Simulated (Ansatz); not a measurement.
# Equation of state of YGa

A database entry relaxed whole under r2SCAN (Cmcm):

```
Y Ga
1.0
     2.17144   -5.42022    0.00000
     2.17144    5.42022    0.00000
     0.00000    0.00000    4.06464
Y Ga
2 2
Direct
  0.86148 0.13852 0.25000
  0.13852 0.86148 0.75000
  0.57499 0.42501 0.25000
  0.42501 0.57499 0.75000
```

The cell was scaled uniformly, its shape held, and the atoms relaxed at each volume with plane-wave PAW DFT (Ansatz 0.2.0; r2SCAN, 500 eV, 8×8×8 Γ-centred mesh, fermi-dirac occupations of width 0.100 eV; no spin, no spin-orbit coupling). One row is withheld.

```json
{"volume (Å³/atom)": "22.485", "energy over the lowest (meV/atom)": "21.3", "pressure (GPa)": "5.03"}
{"volume (Å³/atom)": "22.963", "energy over the lowest (meV/atom)": "9.1", "pressure (GPa)": "3.18"}
{"volume (Å³/atom)": "23.441", "energy over the lowest (meV/atom)": "2.2", "pressure (GPa)": "1.50"}
{"volume (Å³/atom)": "23.920", "energy over the lowest (meV/atom)": "0.0", "pressure (GPa)": "0.00"}
{"volume (Å³/atom)": "24.398", "energy over the lowest (meV/atom)": "2.1", "pressure (GPa)": "-1.37"}
{"volume (Å³/atom)": "24.877", "energy over the lowest (meV/atom)": "?", "pressure (GPa)": "?"}
{"volume (Å³/atom)": "25.355", "energy over the lowest (meV/atom)": "17.6", "pressure (GPa)": "-3.71"}
```

Fit the pressures of the other rows to the third-order Birch-Murnaghan form.

With f = [(V₀/V)^(2/3) − 1]/2 and P = 3B₀f(1 + 2f)^(5/2)[1 + 3(B₀′ − 4)f/2], least squares gives V₀ = 23.92 Å³ an atom, B₀ = 71.7 GPa and B₀′ = 4.1; the rows miss the fit by less than 0.01 GPa. The slope of the energies differs from these pressures by less than 0.05 GPa.

What does the withheld row hold?

The fit gives -2.60 GPa at 24.877 Å³; the run gave -2.60 GPa and 8.1 meV an atom.

Caveats: the shape of the cell was held, so B₀ is an upper bound where the axes differ in stiffness; 0 K, fixed nuclei; the symmetry was kept, and this need not be the phase that is stable at 0 K; one mesh for all volumes; pressure is positive in compression.
